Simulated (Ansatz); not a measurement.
A distorted cell of Rh (fcc, Cu type):

```
Rh
1.0
    0.00000     3.83006     3.83006
    1.91503     0.00000     1.91503
    1.91503     1.91503     0.00000
Rh
2
Direct
  0.97739   0.01507   0.01507
  0.52261   0.98493   0.98493
```

All values below come from PBE (plane waves to 420 eV, PAW, scalar-relativistic; Ansatz, an electronic-structure program). k mesh 21×21×21 (Γ-centred), Fermi-Dirac smearing 0.05 eV. Stress and pressure are positive under compression. With partly filled bands, energies and forces of such displacements shift with the k mesh and the smearing. Rh is run without spin polarisation. Rh was relaxed with its symmetry unable to fall.

Task: Predict the force on every atom, in eV/Å.

Result: 
```
atom      Fx      Fy      Fz
----  ------  ------  ------
Rh1   -1.245   1.245   1.245
Rh2    1.245  -1.245  -1.245
```

Task: Give the stress tensor in GPa and the pressure.

Result: 
```
    5.9     -1.5     -1.5
   -1.5      5.9      1.5
   -1.5      1.5      5.9
```
The pressure, a third of the trace, is 5.9 GPa.

(For displaced atoms, the force is minus the slope of the energy, and its curvature is a force constant, which sets phonon frequencies.)
